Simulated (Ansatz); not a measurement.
# What a change of settings does: Ag (bcc type)

First run: DFT, LDA, all-electron LAPW, scalar-relativistic (Ansatz 0.2.0).

Command: `ansatz run input.yaml --threads 1 --pin off --max-ram 2048MiB --backend cpu --events-out ev --progress --plain --runs-dir out` It took 22 s on 1 thread of Arm Neoverse V1 (shared host), peak memory 0.36 GiB.

```yaml
crystal:
  lattice:
    - [-1.1723089488, 1.1723089488, 1.1723089488]
    - [1.1723089488, -1.1723089488, 1.1723089488]
    - [1.1723089488, 1.1723089488, -1.1723089488]
  atoms:
    - { symbol: Ag, position: [0.0, 0.0, 0.0] }
kpoints:
  mp_grid: { grid: [17, 17, 17] }
  band_path:
    path:
      - [0.0, 0.0, 0.0]
      - [0.5, -0.5, 0.5]
      - [0.0, 0.0, 0.5]
      - [0.0, 0.0, 0.0]
      - [0.25, 0.25, 0.25]
      - [0.5, -0.5, 0.5]
      - [0.25, 0.25, 0.25]
      - [0.0, 0.0, 0.5]
    npoints: 8
scf:
  occupations: { method: fermi_dirac, width: 0.1 }
hamiltonian:
  xc: lda
  pseudopotentials: { kind: all_electron, lapw: { basis_error: 0.001 } }
output:
  forces: true
  stress: true
  eigenvalues: true
  populations: true
  dos: { projected: true, de: 0.2, e_range: [-14, 8] }
```

The cell comes from a relaxation on PAW files under the same functional, begun from a prototype that needn't be the stable phase.

This run: volume at 0.4 of the series' base cell.

It converges in 5 SCF iterations at a pressure of 1407 GPa.

The input is then changed:

```diff
   occupations: { method: fermi_dirac, width: 0.1 }
+  lower_state_search: light
 hamiltonian:
   populations: true
-  dos: { projected: true, de: 0.2, e_range: [-14, 8] }
```

**Question.** What does the second run give?

**Answer.** It converges in 5 SCF iterations at a pressure of 1407 GPa, free energy 0.0 meV/atom against the first run's. Results part of its log:
```
SCF 1 converged in 5 iterations: F = -144506.922007 eV  dr2 = 2.06e-8
NSCF: frozen V_eff on 57 k-points
SCF converged after 5 iterations
Free energy (F): -144506.922007 eV
Harris-Foulkes:  -144506.922007 eV  (|F-HF|=4.07e-8)
Internal energy: -144506.918143 eV  (E = F + TS)
E sigma→0 (E₀):  -144506.920075 eV
Entropy (-TS):   -0.003865 eV (-3.865 meV/atom)
Fermi energy:    61.086361 eV
--- Per-component energies (eV) ---
  E_band       = -6789.104482
  E_kinetic    = 151222.570819
  E_xc         = -3956.101153
  E_electrostatic = -291773.387809  (all electrons and nuclei)
  E_smearing   = -0.003865  (= −TS)
  E_closure    = 0.000000  (closes the sum)
  E_atoms      = -144520.248869  (free atoms, spherical and without spin; not in F)
  Σ components = -144506.922007   (vs F -144506.922007, Δ=0.00e0)
  Basis errors (estimates in eV, not in F): energy 2.7e-4 per atom: plane waves 2.4e-4 (1.2e-4 summed), levels above the bands 3.8e-109, relativity 5.6e-8, radial functions 2.6e-5, core shells 9.2e-13; eigenvalues (radial functions only) 3.7e-6; not estimated: angular momenta, meshes, grids; target (lapw.basis_error) 1.0e-3; muffin-tin radii Ag 1.015 Å
--- Forces (eV/Å), atoms counted from 1 ---
  atom   1  Ag    -0.00000000     0.00000000     0.00000000
  max |Σ_I F_I| component: 1.05e-30 eV/Å
--- Stress (GPa, compression-positive) ---
     1407.185275       0.000000       0.000000
        0.000000    1407.185275      -0.000000
        0.000000      -0.000000    1407.185275
  P = ⅓ Tr σ = 1407.1853 GPa (14071.853 kbar)
--- Band table (eV; the first three rows and the last of 165) ---
  k-point 0: bands = ["-623.2437", "-497.8704", "-497.8704", "-497.8704", "-299.6937", "-299.6937", "-299.6937", "-299.6871", "-299.6871", "-39.2481", "-0.1767", "-0.1767", "-0.1767", "41.5667", "45.6786", "45.6786", "45.6786", "51.3740", "51.3740", "74.0363", "74.0363", "74.0363", "96.9024"]
  k-point 1: bands = ["-623.2437", "-497.8704", "-497.8704", "-497.8704", "-299.6937", "-299.6937", "-299.6937", "-299.6871", "-299.6871", "-39.2090", "-0.3475", "-0.2283", "-0.1791", "41.8642", "45.5183", "45.6810", "45.9653", "51.1292", "51.3775", "74.2601", "74.5058", "74.6467", "94.6434"]
  k-point 2: bands = ["-623.2437", "-497.8704", "-497.8704", "-497.8704", "-299.6937", "-299.6937", "-299.6937", "-299.6871", "-299.6871", "-39.0961", "-0.8290", "-0.3745", "-0.1860", "42.5823", "45.0777", "45.7652", "46.8084", "50.6154", "51.4008", "74.8139", "75.8705", "76.1992", "91.3886"]
  k-point 164: bands = ["-623.2437", "-497.8704", "-497.8704", "-497.8704", "-299.6936", "-299.6936", "-299.6936", "-299.6872", "-299.6872", "-37.1979", "-3.2656", "-3.2332", "-3.2332", "38.3869", "38.4754", "55.4771", "55.4771", "55.6603", "69.2512", "70.0281", "70.0281", "87.2307", "87.2349"]
--- Löwdin populations: 1 site ---
  site symbol       q [e]
     0     Ag     46.8189
  spilling = 0.003852 (of n_electrons = 47.000000)
```
